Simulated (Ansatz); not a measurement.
The relaxed structure here is a generated cell of ZnSnN2: the first start was made by placing the elements on the sites of a structure type, and the end was not matched to a known phase here, so it may be hypothetical.

A relaxed cell of ZnSnN2 (P4/mmm (No. 123)), relaxed on a k-mesh at least as fine as the one used below. The numbers are results of PBE (plane waves to 420 eV, PAW, scalar-relativistic; Ansatz, a first-principles code), not measurements. Γ-centred k-mesh 8×8×10 on the run's cell (coarser than for final values), Fermi–Dirac smearing 0.05 eV.

```yaml
crystal:
  lattice:
    - [8.30649, 0.00000, 0.00000]
    - [4.15325, 4.15325, 0.00000]
    - [0.00000, 0.00000, 3.14598]
  atoms:
    - { symbol: Zn, position: [0.00000, 0.50000, 0.50000] }
    - { symbol: Zn, position: [0.50000, 0.50000, 0.50000] }
    - { symbol: Sn, position: [0.00000, 0.00000, 0.00000] }
    - { symbol: Sn, position: [0.50000, 0.00000, 0.00000] }
    - { symbol: N, position: [0.75000, 0.50000, 0.00000] }
    - { symbol: N, position: [0.25000, 0.50000, 0.00000] }
    - { symbol: N, position: [0.25000, 0.00000, 0.00000] }
    - { symbol: N, position: [0.75000, 0.00000, 0.00000] }
```

The atoms are displaced along an unstable phonon of this cell by (Å):

| atom | ux | uy | uz |
|---|---|---|---|
| Zn1 | 0.000 | 0.000 | 0.000 |
| Zn2 | 0.000 | 0.000 | 0.000 |
| Sn3 | 0.000 | 0.000 | 0.000 |
| Sn4 | 0.000 | 0.000 | 0.000 |
| N5 | 0.150 | 0.000 | 0.000 |
| N6 | -0.150 | 0.000 | 0.000 |
| N7 | 0.000 | -0.150 | 0.000 |
| N8 | 0.000 | 0.150 | 0.000 |

Problem. What forces (eV/Å) and pressure result?

Solution. 
```json
[
 {"atom": "Zn1", "Fx": "0.00", "Fy": "0.00", "Fz": "0.00"},
 {"atom": "Zn2", "Fx": "0.00", "Fy": "0.00", "Fz": "0.00"},
 {"atom": "Sn3", "Fx": "0.00", "Fy": "0.00", "Fz": "0.00"},
 {"atom": "Sn4", "Fx": "0.00", "Fy": "0.00", "Fz": "0.00"},
 {"atom": "N5", "Fx": "1.38", "Fy": "0.00", "Fz": "0.00"},
 {"atom": "N6", "Fx": "-1.38", "Fy": "0.00", "Fz": "0.00"},
 {"atom": "N7", "Fx": "0.00", "Fy": "-1.38", "Fz": "0.00"},
 {"atom": "N8", "Fx": "0.00", "Fy": "1.38", "Fz": "0.00"}
]
```

Pressure -0.4 GPa.

Problem. Estimate the energy cost of the displacement in the harmonic approximation and compare with the calculation.

Solution. For a harmonic well ΔE = −½ Σ F·u = -0.413 eV a cell, or -52 meV/atom. The calculated energy relative to the undisplaced cell is -0.06 eV/atom, so the harmonic estimate holds well.

The undisplaced cell is probably no minimum: from this displacement the run went on to P4/mbm (No. 127), 0.42 eV/atom below it.

No spin polarisation in the result.
